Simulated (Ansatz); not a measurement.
The end of the path is a generated cell of ZrCu: the first start was made by placing the elements on the sites of a structure type, and the end was not matched to a known phase here, so it may be hypothetical.

A geometry of ZrCu away from equilibrium: step 9 of the relaxation of a generated cell, ZrCu placed in the AFLOW prototype AB_tP4_131_c_e (B17, as in PtS). All values below come from PBE (plane waves to 420 eV, PAW, scalar-relativistic; Ansatz, a first-principles code). Γ-centred k-mesh 9×9×7 on the run's cell (coarser than for final values), Fermi–Dirac smearing 0.05 eV.

```xyz
4
Lattice="4.4774 0.0000 0.0000 0.0000 4.4774 0.0000 0.0000 0.0000 4.6218" Properties=species:S:1:pos:R:3:forces:R:3 pbc="T T T" free_energy=-21614.907 pressure_GPa=2.8
Zr     0.0000     2.2387     0.0000    0.0000    0.0000    0.0000
Zr     2.2387     0.0000     2.3109    0.0000    0.0000    0.0000
Cu     0.0000     0.0000     1.1555    0.0000    0.0000    0.0000
Cu     0.0000     0.0000     3.4664    0.0000    0.0000    0.0000
```

Positions in Å, forces in eV/Å, free energy of the cell in eV (comparable only within this code, potentials and settings). Largest force: all forces are below 0.005 eV/Å; the geometry lies 0.02 eV/atom above the end of its relaxation.

No spin polarisation in the result.

The run could not lose the symmetry of its start, so the end can be a saddle point.

All atoms sit on sites fixed by symmetry, so only the cell could relax.
